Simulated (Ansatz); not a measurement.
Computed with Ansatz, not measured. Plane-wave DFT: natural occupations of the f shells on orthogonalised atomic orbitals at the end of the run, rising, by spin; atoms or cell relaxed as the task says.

```
cell
1.0
     0.0000    4.0320    4.0320
     4.0320    0.0000    4.0320
     4.0320    4.0320    0.0000
Eu Nb O Sr Ti
1 1 6 1 1
Direct
  0.2500 0.2500 0.2500
  0.0000 0.0000 0.0000
  0.7474 0.2526 0.2526
  0.2526 0.7474 0.7474
  0.2526 0.7474 0.2526
  0.7474 0.2526 0.7474
  0.2526 0.2526 0.7474
  0.7474 0.7474 0.2526
  0.7500 0.7500 0.7500
  0.5000 0.5000 0.5000
```

Starting moments (μB): Eu 7.4, Ti -0.14; others 0.

cell charge: 0 e
spin: collinear
scf start: atoms
lower state search: off
functional: PBE
wave cutoff: 420 eV
k mesh: 8, 8, 8
k shift: 0, 0, 0 mesh steps
gaussian smearing: 0.05 eV
task: relax cell and atoms

Results:

```csv
shell atom,shell element,shell spin,shell occupation 1 (e),shell occupation 2 (e),shell occupation 3 (e),shell occupation 4 (e),shell occupation 5 (e),shell occupation 6 (e),shell occupation 7 (e)
1,Eu,up,0.9,0.99,0.99,0.99,0.99,0.99,0.99
1,Eu,down,0,0,0,0.01,0.01,0.01,0.01
```

Caveats: 4f shell without a U, which puts 4f levels too near the Fermi level; occupations loosely converged; open f or d shells may hold a state above the lowest.
